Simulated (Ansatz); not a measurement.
Input file for Ansatz (an electronic-structure program):

Ansatz 0.2 input:
```yaml
crystal:
  lattice:
    - [0.0, 5.2629272818, 7.8994051809]
    - [4.8749263757, 0.0, 7.8994051809]
    - [4.8749263757, 5.2629272818, 0.0]
  atoms:
    - { symbol: Cs, position: [0.75, 0.75, 0.75] }
    - { symbol: Cs, position: [0.25, 0.25, 0.25] }
    - { symbol: Cs, position: [0.7271307208, 0.2728692792, 0.7271307208] }
    - { symbol: Cs, position: [0.2728692792, 0.7271307208, 0.2728692792] }
    - { symbol: As, position: [0.1359754878, 0.7131145274, 0.8640245122] }
    - { symbol: As, position: [0.8640245122, 0.2868854726, 0.1359754878] }
    - { symbol: As, position: [0.7131145274, 0.1359754878, 0.2868854726] }
    - { symbol: As, position: [0.2868854726, 0.8640245122, 0.7131145274] }
    - { symbol: As, position: [0.8481777766, 0.8481777766, 0.1518222234] }
    - { symbol: As, position: [0.1518222234, 0.1518222234, 0.8481777766] }
kpoints:
  mp_grid: { grid: [5, 5, 5] }
hamiltonian:
  xc: r2scan
  pseudopotentials: { kind: paw }
scf:
  occupations: { method: fixed }
checkpoint: { read: static.run }
output: { write_density: true, elf: true, volumetric_format: npy }
```

Output (shortened):

```
Pseudopotential: Cs, paw, valence charge 9
Pseudopotential: As, paw, valence charge 15
Functional definition: r2SCAN
Crystal: 10 atoms, lattice volume = 405.340 Å³
Basis set: ecut = 500 eV, 10275 PW (Γ), exchange–correlation on 288×288×216 points (64 copies of the dense FFT grid, shifted against one another)
Bands: 76, of which v1, the nominal top of the filled ones, is band 63 counted from 1 (62 counted from 0)
Symmetry: 8 space group operations
Space group: Fmmm (ITA 69), of the structure as read, at distance tolerance 7.4e-5 Å
k-points: 27 of 125
Stability of the state it starts from, as read at its close in the unpolarized treatment …
iter 1 solved again at ethr=6.71e-8 eV; its pass at ethr=3.10e-3 eV (dr2=8.46e-5 eV) is discarded
SCF iter   1: F=—  HF=-51937.085290 eV  |F-HF|=—  |Δ(HF+E_count)|=         —  Δρ=3.41e-7  dr2=3.57e-10  dr2_τ=1.41e-11  ethr=6.71e-8  ⟨swp⟩=4.1  Hψ=11885  notcnv=0  defer=297
preconditioner: auto → Resta (q_TF=auto, 2.246 Å⁻¹)
SCF iter   2: F=-51937.085290 eV  HF=-51937.085290 eV  |F-HF|=3.71e-10  |Δ(HF+E_count)|=   4.83e-8  Δρ=1.88e-7  dr2=1.40e-10  dr2_τ=9.81e-12  ethr=1.00e-12  ⟨swp⟩=17.8  Hψ=12159  notcnv=0
SCF 1 converged in 2 iterations: F = -51937.085290 eV  dr2 = 1.40e-10
SCF converged after 2 iterations
Free energy (F): -51937.085290 eV
Harris-Foulkes:  -51937.085290 eV  (|F-HF|=3.71e-10)
Internal energy: -51937.085290 eV  (E = F + TS)
E sigma→0 (E₀):  -51937.085290 eV
Fermi energy:    5.651767 eV
--- Per-component energies (eV) ---
  E_band       = -2054.674397
  E_kinetic    = 1188.088528
  E_local      = -17458.216004  (includes V_loc(G=0)·N_el)
  E_nonlocal   = -3903.118569
  E_hartree    = 8941.039589
  E_xc         = -1096.450230
  E_vxc        = -1059.439018  (∫ρ·V_xc dr)
  E_paw        = -31458.940059  (= ΣΔE_a)
  E_vpaw       = 1241.821279  (= ΣTr[D̂ρ^β])
  E_aug_tail   = -0.000036  (compensation charges beyond the density's cutoff)
  E_vtau       = 54.111826  (kinetic-family band-sum trace: ∫τ·v_τ [+ j·A + Jᵃ·Aᵃ] dr)
  E_ewald      = -8140.943579
  E_core_change = -8.544930  (= ΣΔE_core)
  E_smearing   =  0.000000  (= −TS)
  E_closure    =  0.000000  (closes the sum)
  Σ components = -51937.085290   (vs F -51937.085290, Δ=0.00e0)
  [band-id]    e_kinetic+e_local+e_nonlocal+2·e_hartree+e_vxc+e_vpaw+e_augmentation_tail+e_vtau = -2054.672817   (vs E_band -2054.674397, Δ=1.58e-3)
--- Band table (eV; the first three rows and the last of 27) ---
  k-point 0: bands = ["-30.6785", "-30.6633", "-30.6561", "-30.6419", "-30.6297", "-30.6195", "-30.5338", "-30.5326", "-30.5274", "-30.5272", "-30.5230", "-30.5075", "-30.4975", "-30.4859", "-30.4809", "-30.4749", "-30.4684", "-30.4646", "-30.4637", …
  k-point 1: bands = ["-30.6785", "-30.6633", "-30.6561", "-30.6419", "-30.6297", "-30.6195", "-30.5338", "-30.5326", "-30.5274", "-30.5272", "-30.5230", "-30.5075", "-30.4975", "-30.4859", "-30.4809", "-30.4749", "-30.4684", "-30.4646", "-30.4637", …
  k-point 2: bands = ["-30.6785", "-30.6633", "-30.6561", "-30.6419", "-30.6297", "-30.6195", "-30.5338", "-30.5326", "-30.5274", "-30.5272", "-30.5230", "-30.5075", "-30.4975", "-30.4859", "-30.4809", "-30.4749", "-30.4684", "-30.4646", "-30.4637", …
  k-point 26: bands = ["-30.6785", "-30.6633", "-30.6561", "-30.6419", "-30.6297", "-30.6195", "-30.5338", "-30.5326", "-30.5274", "-30.5272", "-30.5230", "-30.5075", "-30.4975", "-30.4859", "-30.4809", "-30.4749", "-30.4684", "-30.4646", "-30.4637", …
```

Cost: about 110 core-seconds (a rough figure) on shared cores.

The workflow started from a Materials Project entry (that database holds measured and hypothetical structures alike); the Crystallography Open Database copy checked does not list it. Its standing as an ambient phase is unchecked. The r²SCAN relaxation kept the symmetry of its start; its stability against distortions is not shown here. Spin–orbit coupling is left out wherever it is not named.

Potentials: the later of the program's two PAW sets.

Ansatz is a plane-wave DFT program.
